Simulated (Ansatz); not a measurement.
BaHfO3 (cubic perovskite)

```
CELL_PARAMETERS angstrom
      8.41234     0.00000     0.00000
      0.00000     4.20617     0.00000
      0.00000     0.00000     4.20617
ATOMIC_POSITIONS crystal
  Ba 0.00000 0.00000 0.00000
  Ba 0.50000 0.00000 0.00000
  Hf 0.25000 0.50000 0.50000
  Hf 0.75000 0.50000 0.50000
  O  0.00000 0.50000 0.50000
  O  0.50000 0.50000 0.50000
  O  0.25000 0.50000 0.00000
  O  0.75000 0.50000 0.00000
  O  0.25000 0.00000 0.50000
  O  0.75000 0.00000 0.50000
```

A phonon eigenvector at X = (0.5, 0.0, 0.0) is frozen into this cell: atom i moves by Q times the vector below, so Q is the largest atomic displacement, in Å. The cell is held. (q is in reciprocal vectors of the primitive cell; the cell shown is doubled to hold the pattern.)

```
atom       x      y      z
----  ------  -----  -----
Ba1    0.023  0.000  0.000
Ba2   -0.023  0.000  0.000
O5    -1.000  0.000  0.000
O6     1.000  0.000  0.000
```

Atoms not listed stay in place.

These are PBE (plane waves to 420 eV, PAW, scalar-relativistic; Ansatz, an electronic-structure program) values and carry that method's errors. k mesh 4×8×8 (Γ-centred), Fermi-Dirac smearing 0.05 eV. Energies are smeared free energies. BaHfO3 is run without spin polarisation. BaHfO3 was relaxed with its symmetry unable to fall. Spin-orbit coupling is left out, though Hf is heavy. The zero of ΔE is the undisplaced structure.

| Q (Å) | ΔE (meV/cell) |
|---|---|
| -0.180 | 1000 |
| -0.150 | withheld |
| -0.120 | 433 |
| -0.090 | 241 |
| -0.060 | 107 |
| -0.030 | 27 |
| 0.000 | 0 |
| 0.030 | 27 |
| 0.060 | 107 |
| 0.090 | 241 |
| 0.120 | 433 |
| 0.150 | withheld |
| 0.180 | 1000 |

Problem. Fit an even polynomial form (powers 2, 4) to the given rows and predict ΔE at Q = 0.150.

Solution. Least squares on the 11 given rows: ΔE = (29430)·Q² + (44120)·Q⁴, in meV/cell with Q in Å; root-mean-square residual 0.3 meV/cell. At 0.150 the fit gives 685 meV/cell; the calculation gives 685 meV/cell, the same to the digits shown. The quadratic term alone would give 662 meV/cell.

(For displaced atoms, the force is minus the slope of the energy, and its curvature is a force constant, which sets phonon frequencies.)
